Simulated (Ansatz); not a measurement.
## La$_{2}$Ga$_{9}$Ru$_{3}$: computed property card

La$_{2}$Ga$_{9}$Ru$_{3}$:
```
La2Ga9Ru3
1.0
    6.46301    -3.82560     0.00000
    6.46301     3.82560     0.00000
    0.00000     0.00000     9.94698
La Ga Ru
4 18 6
Direct
  0.32541   0.99905   0.75000
  0.67459   0.00095   0.25000
  0.99905   0.32541   0.25000
  0.00095   0.67459   0.75000
  0.86009   0.13991   0.75000
  0.13991   0.86009   0.25000
  0.66171   0.01541   0.57004
  0.33829   0.98459   0.42996
  0.33829   0.98459   0.07004
  0.66171   0.01541   0.92996
  0.01541   0.66171   0.42996
  0.98459   0.33829   0.57004
  0.98459   0.33829   0.92996
  0.01541   0.66171   0.07004
  0.65740   0.34260   0.05474
  0.34260   0.65740   0.94526
  0.34260   0.65740   0.55474
  0.65740   0.34260   0.44526
  0.45293   0.33915   0.75000
  0.54707   0.66085   0.25000
  0.33915   0.45293   0.25000
  0.66085   0.54707   0.75000
  0.67546   0.67546   0.50000
  0.32454   0.32454   0.50000
  0.32454   0.32454   0.00000
  0.67546   0.67546   0.00000
  0.00000   0.00000   0.50000
  0.00000   0.00000   0.00000
```

Space group Cmcm (No. 63); conventional cell a = 12.9260 Å, b = 7.6512 Å, c = 9.9470 Å, α = 90.00°, β = 90.00°, γ = 90.00°.

Method: r²SCAN (plane waves, PAW; program Ansatz). Geometry: relaxed at this level of theory. Other levels are named where they apply.

### Cell and energy

Volume per atom: 17.57 Å³
Density: 8.16 g/cm³
Formation energy from the elements (no fitted shifts): -0.57 eV/atom

### Electronic structure

* **Electronic character**: metallic (no gap)
* **Density of states at the Fermi level**: 0.48 states/eV per atom (mean over ±0.08 eV)

The workflow started from a Materials Project entry (that database holds measured and hypothetical structures alike); the Crystallography Open Database copy checked does not list it. Whether it is the stable phase at ambient conditions was not checked. Symmetry was held in the r²SCAN relaxation; its stability against distortions is not shown here. No spin polarisation was allowed. Axis ratios of metals converge slowly with the k-mesh, so a and c are less sure than the volume. The references are the lowest solids computed at this level, not always the standard phases. Scalar-relativistic: spin–orbit coupling is off unless named, which matters more the heavier the elements.

Potentials: the later of the program's two PAW sets.
